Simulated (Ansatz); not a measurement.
Hf (hcp, Mg type)

Space group P6₃/mmc (No. 194); a = b = 3.2042 Å, c = 5.0691 Å, α = β = 90.00°, γ = 120.00°

| atom | site | symmetry | x | y | z |
|---|---|---|---|---|---|
| Hf | 2d | -6m2 | 0.6667 | 0.3333 | 0.2500 |

This relaxed cell (volume V₀) is scaled evenly in all directions, its shape held. Symmetry pins the atoms to their sites.

All values below come from PBE (plane waves to 420 eV, PAW, scalar-relativistic; Ansatz, a quantum-chemistry and plane-wave program). k mesh 17×17×9 (Γ-centred), Fermi-Dirac smearing 0.05 eV. The energy includes the smearing's −TS. Compression counts positive. Hf is run without spin polarisation. Hf was relaxed with its symmetry unable to fall. Spin-orbit coupling is left out, though Hf is heavy. The zero of ΔE is the relaxed starting cell.

Q: Give the computed ΔE (kJ/mol of atoms) and P (GPa) at V/V₀ = 0.900, 0.950, 0.975, 1.025, 1.100.

A: 
```
V/V₀   ΔE (kJ/mol of atoms)  P (GPa)
-----  --------------------  -------
0.900                   8.5     13.5
0.950                   2.0      6.0
0.975                   0.5      2.8
1.025                   0.4     -2.5
1.100                   6.3     -8.7
```

(Under strain, the slope of the energy per volume gives the stress and its curvature an elastic modulus.)
